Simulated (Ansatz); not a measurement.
## Zn3Ni: all-electron results

```yaml
crystal:
  lattice:
    - [-1.80656, 1.80656, 3.87600]
    - [1.80656, -1.80656, 3.87600]
    - [1.80656, 1.80656, -3.87600]
  atoms:
    - { symbol: Zn, position: [0.75000, 0.25000, 0.50000] }
    - { symbol: Zn, position: [0.25000, 0.75000, 0.50000] }
    - { symbol: Zn, position: [0.50000, 0.50000, 0.00000] }
    - { symbol: Ni, position: [0.00000, 0.00000, 0.00000] }
```

Atoms are numbered in the order listed.

The conventional cell has a = 3.613 Å, b = 3.613 Å, c = 7.752 Å, α = 90.00°, β = 90.00°, γ = 90.00°. Around Zn (atom 1) lie 8 Zn at 2.55 to 2.65 Å and 4 Ni at 2.65 Å. Zn (atom 3) is surrounded by 4 Ni at 2.55 Å and 8 Zn at 2.65 Å. Around Ni (atom 4) lie 12 Zn at 2.55 to 2.65 Å.

Structure from Materials Project entry mp-971941 (possibly hypothetical), not relaxed further.

Spin polarisation is left out, and whether a magnetic state lies lower isn't shown here.

All numbers are computed: DFT, PBEsol, all-electron LAPW, scalar-relativistic (Ansatz 0.2.0); DFT, PBEsol, PAW with Ansatz's default frozen-core files, scalar-relativistic (Ansatz 0.2.0).

For LAPW: a Γ-centred 16×16×16 k mesh, Fermi–Dirac smearing of 0.05 eV, basis error target 1 meV/atom, no spin polarisation. PAW takes a cutoff of 420 eV at this cell (files made with PBE, cores remade for this functional). The Ansatz runs share mesh, smearing and spin set-up. Values come from LAPW unless marked.

| Item | Value |
| --- | --- |
| Pressure at this cell | -21.8 kbar |
| Band gap | none: bands cross the Fermi level, a metal |
| Stress xx, yy, zz (compression positive) | -2.08, -2.08, -2.40 GPa |
| Density of states at the Fermi level (0.2 eV bin) | 1.13 states/eV per cell |
| Löwdin charges (with 1.79 e of the cell spilling out of the atomic basis, so their sizes and signs hang on that basis) | Zn1 0.67, Zn3 0.69, Ni4 -0.25 e |
| Bader charges (from the PAW run) | Zn1 +0.08, Zn3 +0.15, Ni4 -0.31 e |
| Volume per atom | 12.65 Å³ |
